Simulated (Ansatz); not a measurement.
Values for one crystal, relaxed and computed with the program Ansatz at the PBEsol level (PAW); other levels are named.

- Volume per atom = 8.04 Å³
- Electronic character = metallic (no gap)
- Mechanical stability = stable (all eigenvalues of C positive)
- Elastic constants (relaxed ions, GPa) = C11 = 714, C12 = 186, C13 = 113, C14 = 8.9, C33 = 308, C44 = 29.3
- Pressure derivative B′ = 3.8
- Highest zone-centre frequency = 135.9 meV
- Debye temperature from the elastic constants = 772 K

Problem. Which of these materials gives this?
A. Zr2TlC, P6_3/mmc (Zr on 4f, Tl on 2c, C on 2a)
B. ReC, rock salt
C. ReC, P-6m2 (Re on 1a, C on 1f)
D. TiC2, P-3m1 (Ti on 1a, C on 2d)

Solution. D, TiC2, P-3m1 (Ti on 1a, C on 2d)

The start of the workflow was typed in or built on a structure type; neither database checked (COD, Materials Project) lists it. Its standing as an ambient phase is unchecked. The PBEsol relaxation kept the symmetry of its start; whether a distortion lowers the energy is not shown. No spin polarisation was allowed. Its formation energy is positive at this level, so the cell may be metastable or incomplete. As this level gives no gap, shear constants depend on the k-mesh and smearing (Fermi–Dirac, 0.1 eV here).

Potentials: the earlier of the program's two PAW sets. The files were generated under PBE; for other functionals the program regenerates the frozen cores, and for LDA and PBEsol the local potential too.
